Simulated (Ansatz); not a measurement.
PSi$_{31}$:
```
CELL_PARAMETERS angstrom
     -5.45505     5.45505     5.45505
      5.45505    -5.45505     5.45505
      5.45505     5.45505    -5.45505
ATOMIC_POSITIONS crystal
  P  0.00000 0.00000 0.00000
  Si 0.50000 0.50000 0.00000
  Si 0.50000 0.00000 0.50000
  Si 0.00000 0.50000 0.50000
  Si 0.24968 0.00000 0.50112
  Si 0.74856 0.49888 0.49888
  Si 0.75081 0.00000 0.00000
  Si 0.24968 0.50112 0.00000
  Si 0.00000 0.75220 0.25107
  Si 0.49887 0.24780 0.24780
  Si 0.50113 0.74893 0.74893
  Si 0.00000 0.25107 0.75220
  Si 0.24919 0.24919 0.24919
  Si 0.75032 0.75032 0.25144
  Si 0.75032 0.25144 0.75032
  Si 0.25144 0.75032 0.75032
  Si 0.75220 0.00000 0.25107
  Si 0.24780 0.49887 0.24780
  Si 0.25107 0.00000 0.75220
  Si 0.74893 0.50113 0.74893
  Si 0.49888 0.49888 0.74856
  Si 0.00000 0.00000 0.75081
  Si 0.00000 0.50112 0.24968
  Si 0.50112 0.00000 0.24968
  Si 0.24780 0.24780 0.49887
  Si 0.74893 0.74893 0.50113
  Si 0.75220 0.25107 0.00000
  Si 0.25107 0.75220 0.00000
  Si 0.00000 0.24968 0.50112
  Si 0.49888 0.74856 0.49888
  Si 0.50112 0.24968 0.00000
  Si 0.00000 0.75081 0.00000
```

Relaxed with DFT-PBE in the program Ansatz with PAW potentials. Indices refer to the conventional cell of I-43m, a = 10.9101 Å, b = 10.9101 Å, c = 10.9101 Å, α = 90.00°, β = 90.00°, γ = 90.00°.

Task: Simulate the powder diffraction pattern (Ag Kα, λ = 0.560885 Å; lines above 1 %) up to 2θ = 30°.

Result: Simulated powder pattern, Ag Kα, λ = 0.560885 Å (kinematic, ideal powder, no thermal factors, no anomalous dispersion; the 30 strongest lines at most, above 1 %, up to 2θ = 30°):

```csv
2θ (°),d (Å),I/Imax (%),hkl
10.22,3.149,100,(222)
16.72,1.929,75,(440)
19.63,1.645,48,(622)
23.73,1.364,14,(800)
25.90,1.251,21,(662)
29.17,1.114,28,(844)
```

The start of the workflow was typed in or built on a structure type; neither database checked (COD, Materials Project) lists it. Whether it is the stable phase at ambient conditions was not checked. Symmetry was held in the PBE relaxation; its stability against distortions is not shown here.

Potentials: the later of the program's two PAW sets.
